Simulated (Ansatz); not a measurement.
Input and command of a calculation in Ansatz (plane waves; scalar-relativistic PAW potentials unless the input names others):

```yaml
crystal:
  lattice:
    - [4.9874193948, 0.0, 0.0]
    - [0.0, 5.6241112324, 0.0]
    - [0.0, 0.0, 5.3057653136]
  atoms:
    - { symbol: K, position: [0.0, 0.0, 0.0] }
    - { symbol: Ca, position: [0.5, 0.5, 0.5] }
    - { symbol: Cl, position: [0.0, 0.5, 0.5] }
    - { symbol: Cl, position: [0.5, 0.0, 0.5] }
    - { symbol: Cl, position: [0.5, 0.5, 0.0] }
basis:
  ecutwfc: 420
kpoints:
  mp_grid: { grid: [4, 4, 4] }
hamiltonian:
  xc: pbesol
scf:
  occupations: { method: gaussian, width: 0.05 }
  max_iter: 3
output:
  forces: true
  eigenvalues: true
  stress: true
```

```bash
ansatz run input.yaml --threads 1 --pin off --max-ram 2560MiB --backend cpu --events-out ev --progress --plain --runs-dir out
```

Abridged log:
```
Basis set: ecut = 420 eV, 2915 PW (Γ), exchange–correlation on 72×80×72 points (8 copies of the dense FFT grid, shifted against one another)
Bands: 25, of which v1, the nominal top of the filled ones, is band 20 counted from 1 (19 counted from 0)
Symmetry: 8 space group operations
k-points: 27 of 64
SCF iter   1: F=—  HF=-6503.011774 eV  |F-HF|=—  |Δ(HF+E_count)|=         —  Δρ=3.40e-3  dr2=2.34e-2  ethr=1.77e-3  ⟨swp⟩=5.7  Hψ=7936  notcnv=0
SCF iter   2: F=—  HF=-6503.005033 eV  |F-HF|=—  |Δ(HF+E_count)|=   6.74e-3  Δρ=1.27e-3  dr2=2.58e-3  ethr=5.84e-5  ⟨swp⟩=4.5  Hψ=3919  notcnv=0
SCF iter   3: F=—  HF=-6503.004467 eV  |F-HF|=—  |Δ(HF+E_count)|=   5.67e-4  Δρ=3.68e-4  dr2=1.51e-4  ethr=6.45e-6  ⟨swp⟩=3.3  Hψ=3317  notcnv=0
```

Question: What should be changed?

Answer: The fault is too few SCF iterations (scf.max_iter: not typed → 3, the first being the value of the sound run). Setting it back cures it. The log, from which this was withheld above, says: «Error: did not converge after 3 iterations: dr2 = 1.51e-4 (threshold 1.00e-7), under the density mixer `msr1`, which `scf.mixing.algorithm: auto` chose by the deck's other keys (type `scf.mixing.algorithm: msr1` to keep it); raise `scf.max_iter`, which need not help a stalled SCF, or adjust the mixing (`scf.mixing`) or, under a smearing, its width (`scf.occupations.width` …» The run stopped without converging. A reference run from the same start on usual settings converged with pressure 0.75 GPa, largest force 0.000 eV/Å, gap on the mesh 4.62 eV.

The run took 11 s on 1 thread of Intel(R) Xeon(R) Processor @ 2.50GHz (Skylake/Cascade Lake) (shared host), peak memory 0.38 GiB.